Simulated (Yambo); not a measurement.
Yambo run on PdZnF6 (space group R-3, No. 148). The wavefunctions come from this Quantum ESPRESSO step (PBEsol, PseudoDojo standard norm-conserving files, scalar-relativistic):

```
&CONTROL
  calculation = 'nscf'
  pseudo_dir = './pseudo'
  outdir = './out'
/
&SYSTEM
  ibrav = 0
  nat = 8
  ntyp = 3
  ecutwfc = 84.0
  ecutrho = 336.0
  occupations = 'fixed'
  force_symmorphic = .true.
  nbnd = 162
/
&ELECTRONS
  conv_thr = 8e-09
  diago_full_acc = .true.
  diago_thr_init = 1e-08
/
ATOMIC_SPECIES
F 18.9984 F.upf
Zn 65.3800 Zn.upf
Pd 106.4200 Pd.upf
CELL_PARAMETERS angstrom
  2.468489979000   1.425183354000   4.555620000000
 -2.468489979000   1.425183354000   4.555620000000
  0.000000000000  -2.850366707000   4.555620000000
ATOMIC_POSITIONS crystal
F   0.240920000000   0.905027000000   0.607890000000
F   0.759080000000   0.094973000000   0.392110000000
F   0.607890000000   0.240920000000   0.905027000000
F   0.392110000000   0.759080000000   0.094973000000
F   0.905027000000   0.607890000000   0.240920000000
F   0.094973000000   0.392110000000   0.759080000000
Zn   0.500000000000   0.500000000000   0.500000000000
Pd   0.000000000000   0.000000000000   0.000000000000
K_POINTS automatic
4 4 4 0 0 0
```

Yambo input:

```
rim_cut
gw0
dyson
el_el_corr
HF_and_locXC
ppa
em1d
RandQpts= 1000000
RandGvec= 1 Ry
EXXRLvcs= 84 Ry
VXCRLvcs= 336 Ry
Chimod= "HARTREE"
% BndsRnXp
 9 | 161 |
%
NGsBlkXp= 7 Ry
% LongDrXp
 1.0 | 1.0 | 1.0 |
%
PPAPntXp= 27.2114 eV
% GbndRnge
 1 | 161 |
%
GTermKind= "BG"
DysSolver= "n"
ExtendOut
% QPkrange
 1 | 1 | 40 | 41 |
 3 | 3 | 40 | 41 |
 7 | 7 | 40 | 41 |
 13 | 13 | 40 | 41 |
%
```

k points by index: 1 = Γ, 3 = L, 7 = F, 13 = Z.

Table of the .qp output:

```
#    K-point    Band    Eo [eV]    E [eV]    E-Eo [eV]    Vxc [eV]    Vnlxc [eV]    Sc|Eo [eV]    Sc|E [eV]    dSc/dw|Eo [eV]    Re(Z)    Im(Z)
#
    1    40    -0.196366    -1.291964    -1.095598    -25.34564    -32.64048    5.885051    6.199234    -7.802043    0.777167    -0.001509
    1    41    2.239186    3.619238    1.380052    -25.78147    -21.54528    -2.465442    -2.856129    -7.703067    0.779372    -0.001048
    3    40    -0.201206    -1.288132    -1.086926    -24.31559    -31.75459    6.036340    6.352074    -7.903036    0.774932    -0.001557
    3    41    1.763819    3.143775    1.379956    -24.58631    -20.19160    -2.637092    -3.014753    -7.446533    0.785139    -0.001539
    7    40    0.000000    -1.109906    -1.109906    -24.85153    -32.30012    6.019096    6.338688    -7.834098    0.776456    -0.001465
    7    41    1.628907    2.884297    1.255390    -24.46785    -20.62166    -2.248053    -2.590798    -7.428700    0.785543    -0.001453
    13    40    -0.397861    -1.433433    -1.035572    -24.18536    -31.43781    5.916218    6.216886    -7.899100    0.775019    -0.001527
    13    41    1.845977    3.250349    1.404372    -24.82208    -20.43077    -2.597931    -2.986934    -7.536885    0.783098    -0.001407
```
(The two width columns are left out.) Convergence of these settings isn't established.

Spin-orbit coupling is not included.

Geometry of the Materials Project entry, not relaxed at this level.
